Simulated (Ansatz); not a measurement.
Below is a relaxed structure of AlB₂N₃. The cell was found from a structure generator's guess, not taken from experiment.

These are results of DFT PBE, scalar-relativistic, plane waves, PAW (Ansatz), not measurements. Cutoff 420 eV, Γ-centred mesh, Gaussian smearing, no spin polarisation.

```
Al B N
1.0
     2.76804    0.00000    0.00000
    -1.38402    2.39720    0.00000
     0.00000    0.00000   25.97745
Al B N
2 4 6
Direct
  0.00000 0.00000 0.25000
  0.00000 0.00000 0.75000
  0.00000 0.00000 0.91745
  0.00000 0.00000 0.58255
  0.00000 0.00000 0.08255
  0.00000 0.00000 0.41745
  0.66667 0.33333 0.75000
  0.66667 0.33333 0.08255
  0.66667 0.33333 0.41745
  0.33333 0.66667 0.91745
  0.33333 0.66667 0.25000
  0.33333 0.66667 0.58255
```

Energies over the elements count from the elements' standard structures at the same level (N₂ as a molecule), with no fitted energy shifts.

Problem. What space group does it have?

Solution. P6_3/mmc (No. 194). Conventional cell: a = 2.768 Å, c = 25.977 Å. Al is surrounded by 3 N at 1.60 Å; B has 3 N at 1.60 Å; N on a site of symmetry -6m2 is surrounded by 3 Al at 1.60 Å; around N on a site of symmetry 3m lie 3 B at 1.60 Å.

Problem. What is its formation energy per atom?

Solution. −0.459 eV/atom.

Problem. Is it a metal?

Solution. No, the gap on the 12×12×1 mesh is 2.97 eV.

The last run used a 12×12×1 mesh (in the run's order of axes) for its 12-atom cell and Gaussian smearing of 0.02 eV. Weakly bound directions are ill-defined at this level, which has no dispersion term. Kohn–Sham gaps at this level usually fall short of measured ones. A structure relaxed within its symmetry needn't be a true minimum. Another cell of AlB2N3 relaxed alike, in P-1, lies 0.60 eV/atom lower, so this cell isn't the stable form at this level.
